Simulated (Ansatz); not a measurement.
This cell of GaAs (zinc blende) is off equilibrium:

```
CELL_PARAMETERS angstrom
      0.00000     2.85331     2.68211
      2.85331     0.00000     2.68211
      2.85331     2.85331     0.00000
ATOMIC_POSITIONS crystal
  As 0.75000 0.75000 0.75000
  Ga 0.00000 0.00000 0.00000
```

Level of theory: r2SCAN (plane waves to 500 eV, PAW, scalar-relativistic; Ansatz, a quantum-chemistry and plane-wave program). k mesh 10×10×10 (Γ-centred), Fermi-Dirac smearing 0.05 eV. Energies are smeared free energies. Compression counts positive. GaAs was relaxed with its symmetry unable to fall.

**Question.** What is the stress tensor (GPa)?

**Answer.** 
```
   1.93     0.00     0.00
   0.00     1.93     0.00
   0.00     0.00     5.64
```
The pressure, a third of the trace, is 3.17 GPa.

**Question.** It is the relaxed cell deformed to V/V₀ = 0.960, (c/a)/(c/a)₀ = 0.940, c along z, fractional positions held. What is its energy relative to the relaxed cell?

**Answer.** 19.8 meV/atom.

(Under strain, the slope of the energy per volume gives the stress and its curvature an elastic modulus.)
